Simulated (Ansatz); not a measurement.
**MgTi6H4O14: do the settings matter for the field gradients?**

Cell: a Materials Project structure (computed, not necessarily an observed phase), atoms as given.

```cif
data_structure
_symmetry_space_group_name_H-M 'P 1'
_symmetry_Int_Tables_number 1
_cell_length_a 3.8892
_cell_length_b 7.7941
_cell_length_c 9.3236
_cell_angle_alpha 76.704
_cell_angle_beta 89.211
_cell_angle_gamma 86.959
_cell_volume 274.67
loop_
_atom_site_label
_atom_site_type_symbol
_atom_site_fract_x
_atom_site_fract_y
_atom_site_fract_z
_atom_site_occupancy
Mg1 Mg 0.71336 0.92071 0.56853 1
Ti2 Ti 0.75202 0.47656 0.77972 1
Ti3 Ti 0.25777 0.52831 0.21345 1
Ti4 Ti 0.77019 0.34339 0.47922 1
Ti5 Ti 0.24139 0.65649 0.51275 1
Ti6 Ti 0.79145 0.25080 0.16740 1
Ti7 Ti 0.21543 0.75423 0.82659 1
H8 H 0.63381 0.94355 0.14664 1
H9 H 0.08393 0.85604 0.24173 1
H10 H 0.02497 0.00833 0.96837 1
H11 H 0.01906 0.11165 0.79791 1
O12 O 0.77307 0.35920 0.96810 1
O13 O 0.23536 0.65504 0.02524 1
O14 O 0.78693 0.28183 0.68198 1
O15 O 0.23550 0.75183 0.29920 1
O16 O 0.76819 0.14455 0.41966 1
O17 O 0.21946 0.86970 0.58923 1
O18 O 0.84780 0.00509 0.14155 1
O19 O 0.13271 0.00877 0.86947 1
O20 O 0.71923 0.75006 0.79042 1
O21 O 0.28424 0.27386 0.19182 1
O22 O 0.74194 0.63999 0.53032 1
O23 O 0.26590 0.41797 0.45638 1
O24 O 0.76229 0.47985 0.25109 1
O25 O 0.24752 0.53109 0.74204 1
```

Sites (sets of like atoms) are named by element and the number of their first atom in this list.

Reference run. Level of theory: DFT, PBE, plane waves and PAW, scalar-relativistic, 420 eV cutoff, Γ-centred 9×5×4 k-points, Fermi–Dirac smearing 0.05 eV (Ansatz 0.2.0).

Problem. The input is changed as follows: `basis.ecutrho_ratio`: not typed → 8; `scf.occupations.method`: fermi_dirac → methfessel_paxton. What happens to V_zz (10²¹ V/m²) and η?

Solution. 

| site | atom | V_zz reference | η reference | V_zz changed | η changed |
| --- | --- | --- | --- | --- | --- |
| Mg | 1 | 4.29 | 0.47 | 4.29 | 0.47 |
| Ti2 | 2 | 1.87 | 0.25 | 2.11 | 0.30 |
| Ti3 | 3 | -1.39 | 0.79 | 1.40 | 0.92 |
| Ti4 | 4 | -5.07 | 0.38 | -5.06 | 0.37 |
| Ti5 | 5 | 4.26 | 0.55 | 4.39 | 0.59 |
| Ti6 | 6 | -3.76 | 0.82 | -4.00 | 0.89 |
| Ti7 | 7 | 4.57 | 0.49 | 4.82 | 0.69 |
| H8 | 8 | 4.06 | 0.03 | 4.06 | 0.03 |
| H9 | 9 | 2.22 | 0.02 | 2.24 | 0.02 |
| O13 | 13 | 0.74 | 1.00 | -0.83 | 0.87 |
| O19 | 19 | -12.91 | 0.62 | -12.96 | 0.62 |
| O21 | 21 | -2.84 | 0.12 | -2.70 | 0.22 |

The largest change of V_zz along a kept axis is on Ti7, from 4.57 to 4.82. In per cent, |V_zz| changes by 0 on Mg, 0 to +6 on Ti, 0 to +1 on H, -5 to 0 on O (all sites that start above 2). Where |V_zz| stays above 0.1 and the axes keep their order, η moves most on Ti7, from 0.49 to 0.69. On Ti3, O13 the largest principal value lies along another axis in the second run, so the two V_zz can't be compared directly. The table leaves out 13 of the 25 sites, with |V_zz| up to 11.00; their tensors move by 0.13 at most along any direction. The statements above cover all sites. SCF iterations: 12 and 14.

On the reference run: The largest force is 0.4 eV/Å, so the atoms aren't at the calculated equilibrium and relaxing them would move these values. With no gap above 0.1 eV, as in a metal, the gradients converge slowly in k; expect changes of a tenth or more on a denser mesh. Semilocal functionals can leave a metal where correlation in the d or f shell opens a gap in the real compound, and that would change the values at and beside Ti. The lattice is static: at room temperature water may turn and average the couplings of its hydrogen.
